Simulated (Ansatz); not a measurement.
YHg₂:
```yaml
crystal:
  lattice:
    - [4.85290, 0.00000, 0.00000]
    - [-2.42645, 4.20274, 0.00000]
    - [0.00000, 0.00000, 3.51572]
  atoms:
    - { symbol: Y, position: [0.00000, 0.00000, 0.00000] }
    - { symbol: Hg, position: [0.33333, 0.66667, 0.50000] }
    - { symbol: Hg, position: [0.66667, 0.33333, 0.50000] }
```

Relaxed with r²SCAN. Special points in fractions of this cell's reciprocal vectors: Γ (0.000, 0.000, 0.000); M (0.500, 0.000, 0.000); K (0.333, 0.333, 0.000); A (0.000, 0.000, 0.500); L (0.500, 0.000, 0.500); H (0.333, 0.333, 0.500).

Question: List the band energies nearest the Fermi level at these points for r²SCAN (plane waves, PAW; program Ansatz).

Answer: In eV from the Fermi level; about four levels below and three above (degenerate sets whole), none deeper than 8.9 eV; points with the same levels are listed once.

```
k                          below                above
-  -----------------------------  -------------------
Γ  -7.24 -7.24 -0.93 -0.93 -0.09       0.36 3.38 3.38
M        -6.09 -5.81 -0.79 -0.44       1.71 2.10 2.34
K        -6.49 -5.65 -5.65 -3.52       0.75 2.08 2.08
A  -7.41 -7.41 -6.78 -5.57 -3.58  1.00 1.00 2.40 2.40
L        -3.42 -1.53 -0.86 -0.81       2.84 3.10 3.74
H  -4.54 -4.54 -0.80 -0.80 -0.80       3.04 3.45 3.45
```

Space group P6/mmm. The workflow started from a Materials Project entry (that database holds measured and hypothetical structures alike); the Crystallography Open Database files this formula in space group No. 191, but the cells were not matched. Its standing as an ambient phase is unchecked. The r²SCAN relaxation kept the symmetry of its start; its stability against distortions is not shown here. The run is not spin-polarised. Scalar-relativistic: spin–orbit coupling is off unless named, which matters more the heavier the elements.

Potentials: the later of the program's two PAW sets.
